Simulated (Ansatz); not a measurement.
**Y: one input, then a changed one**

The geometry is COD entry 9010984, unchecked; take it as a test cell. The listed cell was then made from it by scaling, straining or moving an atom.

First run: DFT, r2SCAN, PAW with Ansatz's default frozen-core files, scalar-relativistic (Ansatz 0.2.0).

Command: `ansatz run input.yaml --threads 1 --pin off --max-ram 2048MiB --backend cpu --events-out ev --progress --plain --runs-dir out` The run took 18 s on 1 thread of Intel(R) Xeon(R) Platinum 8488C (Sapphire Rapids), with other jobs on the host, peak memory 0.6 GiB.

```yaml
crystal:
  lattice:
    - [3.7421797608, 0.0, 0.0]
    - [-1.8710898804, 3.2408227384, 0.0]
    - [0.0, 0.0, 5.879512896]
  atoms:
    - { symbol: "Y", position: [0.3333333333, 0.6666666667, 0.25] }
    - { symbol: "Y", position: [0.6666666667, 0.3333333333, 0.75] }
kpoints:
  mp_grid: { grid: [10, 10, 6] }
scf:
  occupations: { method: fermi_dirac, width: 0.05 }
hamiltonian:
  xc: r2scan
  pseudopotentials: { kind: paw }
output:
  forces: true
  stress: true
  efg: { contact_densities: true }
  write_density: true
  write_potential: true
  elf: true
  volumetric_format: npy
relax:
  f_tol: 0.005
  max_steps: 80
  cell: {}
```

Result: converged; relaxed volume 33.395 Å³/atom; 21 SCF iterations in all.

The input is then changed:

```diff
@@ -8,5 +8,5 @@
     - { symbol: "Y", position: [0.6666666667, 0.3333333333, 0.75] }
 kpoints:
-  mp_grid: { grid: [10, 10, 6] }
+  mp_grid: { grid: [7, 7, 4] }
 scf:
   occupations: { method: fermi_dirac, width: 0.05 }
@@ -18,8 +18,4 @@
   stress: true
   efg: { contact_densities: true }
-  write_density: true
-  write_potential: true
-  elf: true
-  volumetric_format: npy
 relax:
   f_tol: 0.005
```

Problem. Predict the outcome of the changed run.

Solution. It converged; energy at zero smearing -6.3 meV/atom from the first run; relaxed volume 33.455 Å³/atom; 21 SCF iterations in all. Some of these settings are too coarse for converged properties.

The results part of its log:

```
basis re-selected at this cell: Δ(F+E_penalty+E_count) = +4.499e-4 eV, ΔP = -0.003 GPa vs the last step (what re-selecting the basis moved, of the pressure what is left beyond the Pulay correction that the steps carried, after the strain that the cell walked since its last selection, with what the two solves' SCF thresholds leave and, on support functions, any second-order correction that the steps lacked; it is no measure of the basis error at this ecutwfc). The dense FFT grid was sized anew with the basis: this SCF ran on 27×27×45 points, the steps before it on 30×30×45, so part of this shift can come from that change (see relax.cell in the input reference). This SCF's stress stands 4.78e-2 GPa from its target on what of the cell is left free (relax.cell.stress_tol is 5.00e-2 GPa) and its largest allowed force component is 6.48e-17 eV/Å (relax.f_tol is 5.00e-3 eV/Å): within both
SCF converged after 6 iterations
Free energy (F): -7719.441691 eV
Harris-Foulkes:  -7719.441691 eV  (|F-HF|=5.46e-12)
Internal energy: -7719.416825 eV  (E = F + TS)
E sigma→0 (E₀):  -7719.429258 eV
Entropy (-TS):   -0.024866 eV (-12.433 meV/atom)
Fermi energy:    9.155530 eV
--- Per-component energies (eV) ---
  E_band       = -265.302124
  E_kinetic    = 607.241646
  E_local      = -1239.130105  (includes V_loc(G=0)·N_el)
  E_nonlocal   = 99.637669
  E_hartree    = 391.882209
  E_xc         = -334.388329
  E_vxc        = -441.824170  (∫ρ·V_xc dr)
  E_paw        = -5683.265812  (= ΣΔE_a)
  E_vpaw       = -99.169052  (= ΣTr[D̂ρ^β])
  E_aug_tail   = 0.000007  (compensation charges beyond the density's cutoff)
  E_vtau       = 24.177454  (kinetic-family band-sum trace: ∫τ·v_τ [+ j·A + Jᵃ·Aᵃ] dr)
  E_ewald      = -1561.086202
  E_core_change = -0.307907  (= ΣΔE_core)
  E_smearing   = -0.024866  (= −TS)
  E_closure    = 0.000000  (closes the sum)
  Σ components = -7719.441691   (vs F -7719.441691, Δ=0.00e0)
--- Forces (eV/Å), atoms counted from 1 ---
  atom   1  Y     -0.00000000    -0.00000000    -0.00000000
  atom   2  Y     -0.00000000     0.00000000     0.00000000
  max |Σ_I F_I| component: 1.39e-17 eV/Å
--- Stress (GPa, compression-positive) ---
        0.034660      -0.000000       0.000000
        0.000000       0.034660      -0.000000
        0.000000      -0.000000      -0.047767
  P = ⅓ Tr σ = 0.0072 GPa (0.072 kbar)
--- PAW observables at the nuclei: V_zz in 10²¹ V/m², potentials from the cell's mean, atoms counted from 1 ---
  atom   1  Y  V_zz =    +3.630676   η = 0.0000   by run symmetry: allowed
            electrostatic potential = -5713.616612 V   contact ρ = 443576.119892 e/Å³
  atom   2  Y  V_zz =    +3.630676   η = 0.0000   by run symmetry: allowed
            electrostatic potential = -5713.616612 V   contact ρ = 443576.119892 e/Å³
--- Relaxed structure (3 steps of the walk, 3 accepted, 1 SCFs on fresh bases) ---
  F+E_penalty+E_count = -7719.44169121 eV   max|allowed force component| = 6.476e-17 eV/Å   (the final SCF, on the basis selected at the relaxed cell)
  cell:  # Å, volume = 66.9096 Å³
    - [3.683030847625882, 0.0, 0.0]
    - [-1.841515423812941, 3.189598276965748, 0.0]
    - [0.0, 0.0, 5.69570271972862]
  atoms:
    - { symbol: Y, position: [0.3333333333333333, 0.6666666666666666, 0.25] }
    - { symbol: Y, position: [0.6666666666666666, 0.3333333333333333, 0.7499999999999999] }
```
